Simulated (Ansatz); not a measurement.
ScPt$_{3}$ (Pm-3m): electronic heat capacity and spin susceptibility from the density of states

Theory: DFT r2SCAN, scalar-relativistic, plane waves, PAW in Ansatz 0.2.0.

Cutoff 500 eV; k points 10×10×10 on the computed 4-atom cell (Γ-centred); Gaussian smearing, width 0.10 eV; no spin polarisation.

Relaxed cell: Pm-3m, a = 3.977 Å, b = 3.977 Å, c = 3.977 Å, α = 90.00°, β = 90.00°, γ = 90.00°, 4 atoms in the primitive cell. Whether it is the stable form of this composition wasn't checked.

The density of states at the Fermi level is 3.154 states/eV in the cell of 4 atoms (1 formula unit; both spins, tetrahedra on a 15×15×15 mesh). Averaged over bins of 0.1 eV the density runs from 1.4 to 3.4 states/eV within 0.2 eV of the Fermi level, so the figure hangs on the exact place of that level.

Q: What Sommerfeld coefficient and Pauli susceptibility does this give?

A: Per formula unit N(E_F) = 3.154 states/eV. γ = (π²/3) k_B² N(E_F) N_A = 2.357 mJ/(mol K²) per state/eV, so γ = 7.4 mJ/(mol K²), a mole of formula units. χ_P = μ_B² N(E_F) N_A = 3.23×10⁻⁵ emu/mol per state/eV gives 10.2×10⁻⁵ emu/mol. This is the bare band result: a measured γ of the same phase is as a rule larger by a factor 1 + λ from phonons and spin fluctuations, the spin part of χ is larger by the Stoner factor, and a measured χ also holds orbital and core terms. N(E_F) at one energy is sensitive to the mesh where the density of states has sharp peaks.

Spin-orbit coupling is left out, which matters for the bands of heavy elements.

Cost: 1 run of about 1.3 core-minutes, on Arm Neoverse V1 (shared hosts).